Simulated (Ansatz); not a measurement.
According to plane-wave PAW PBEsol (Ansatz code), GaSb in the hexagonal phase (P6_422; Ga on 3c, Sb on 3d) relaxes to a = 4.345 Å, c = 9.414 Å. Against the elements it lies at -0.009 eV/atom, with no fitted shifts.

Electronic character: metallic (no gap).

The start of the workflow was typed in or built on a structure type; neither database checked (COD, Materials Project) lists it. It is not the phase usual at ambient conditions (space group No. 216). The cell was relaxed with PBEsol under the symmetry of its start; its stability against distortions is not shown here. A small band overlap can be real or an error of a semilocal functional. The references are the lowest solids computed at this level, not always the standard phases. Spin–orbit coupling is left out wherever it is not named.

Potentials: the earlier of the program's two PAW sets. The files were generated under PBE; for other functionals the program regenerates the frozen cores, and for LDA and PBEsol the local potential too.
